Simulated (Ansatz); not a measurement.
## Fitting the PBE energy curve of Yb3SnC

```cif
data_structure
_symmetry_space_group_name_H-M 'Pm-3m'
_symmetry_Int_Tables_number 221
_cell_length_a 5.9148
_cell_length_b 5.9148
_cell_length_c 5.9148
_cell_angle_alpha 90.000
_cell_angle_beta 90.000
_cell_angle_gamma 90.000
_cell_volume 206.93
loop_
_atom_site_label
_atom_site_type_symbol
_atom_site_symmetry_multiplicity
_atom_site_Wyckoff_symbol
_atom_site_fract_x
_atom_site_fract_y
_atom_site_fract_z
_atom_site_occupancy
Yb1 Yb 3 c 0.50000 0.50000 0.00000 1
Sn1 Sn 1 b 0.50000 0.50000 0.50000 1
C1 C 1 a 0.00000 0.00000 0.00000 1
```

The cell comes from a database or a generator and needn't be the stable form of this composition.

The cell was scaled at fixed shape and fractions and run with Ansatz, Ansatz PAW, cutoff 420 eV; PBE, k mesh 5 × 5 × 5 on the cell of 5 atoms, fermi-dirac occupations of 0.05 eV, collinear spin, ferromagnetic start, no spin-orbit coupling. Energies are those that the program minimises, any entropy of the smearing included. For a metal such a mesh isn't converged to the digits shown. The magnetic state is the one that the start led to, which needn't be the lowest. Plain semilocal runs treat an open f shell poorly.

```tsv
V (Å³/atom)	energy over the lowest row (meV/atom)
38.9035	4.706
39.7312	1.240
40.5589	0.000
41.3867	?
42.2144	3.323
43.0421	7.451
43.8699	12.946
```

Task: Fit the third-order Birch-Murnaghan form, give V0, B0 and B′, and predict the energy left open.

Result: With y = (V0/V)^(2/3), E = E0 + (9 V0 B0/16) [(y - 1)³ B′ + (y - 1)² (6 - 4y)]. Least squares through the rows shown give V0 = 40.6359 Å³/atom, E0 = -0.002 meV, B0 = 18.75 GPa (1 eV/Å³ = 160.218 GPa) and B′ = 4.92, with a largest miss of 0.010 meV. At V = 41.3867 the form with these constants gives 0.781 meV; the run gave 0.764 meV an atom.
